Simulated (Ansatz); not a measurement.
## CsCdCl3: the gap from level to level

A database entry relaxed whole under r2SCAN at zero pressure (Pm-3m, No. 221):

```
Cs Cd Cl
1.0
     5.25857    0.00000    0.00000
     0.00000    5.25857    0.00000
     0.00000    0.00000    5.25857
Cs Cd Cl
1 1 3
Cartesian
  0.0000 0.0000 0.0000
  2.6293 2.6293 2.6293
  0.0000 2.6293 2.6293
  2.6293 0.0000 2.6293
  2.6293 2.6293 0.0000
```

Its volume is 29.08 Å³ an atom, +3.4 % against the entry's 28.12, which is old or was flagged in a check.

Single points on this cell with plane-wave PAW DFT (Ansatz 0.2.0; r2SCAN 500 eV, hybrids 420 eV; fermi-dirac occupations of width 0.020 eV; no moments): r2SCAN on a 6×6×6 Γ-centred mesh; r2SCAN with spin-orbit coupling on a 6×6×6 Γ-centred mesh; HSE06 on a 6×6×6 Γ-centred mesh; PBE0 on a 6×6×6 Γ-centred mesh.

**Question.** How do gap, pressure and charges move from level to level?

**Answer.** The runs give:

| level | gap (eV), or kind | pressure (GPa) | Bader charge of Cs (e) | Bader charge of Cd (e) | Bader charge of Cl (e) |
| --- | --- | --- | --- | --- | --- |
| r2SCAN | 2.48 | 0.0 | +0.88 | +1.25 | -0.71 |
| r2SCAN with spin-orbit coupling | 2.47 | 0.0 | +0.88 | +1.24 | -0.71 |
| HSE06 | 3.13 | 0.5 | +0.89 | +1.25 | -0.71 |
| PBE0 | 3.83 | 0.4 | +0.89 | +1.25 | -0.71 |

Under r2SCAN the gap is 2.48 eV, over mesh and band path. HSE06 moves it by +0.65 eV and PBE0 by +1.35 eV; PBE0 keeps its exact exchange at long range, which widens the gap over HSE06's by 0.70 eV on their common mesh. Spin-orbit coupling moves the r2SCAN gap by -0.01 eV.

Caveats: the relaxation kept the start's symmetry; HSE06 is read on its mesh and at the zone's corners, PBE0 on its mesh alone; hybrid pressures are good to a few tenths of a GPa; pressure is positive in compression.
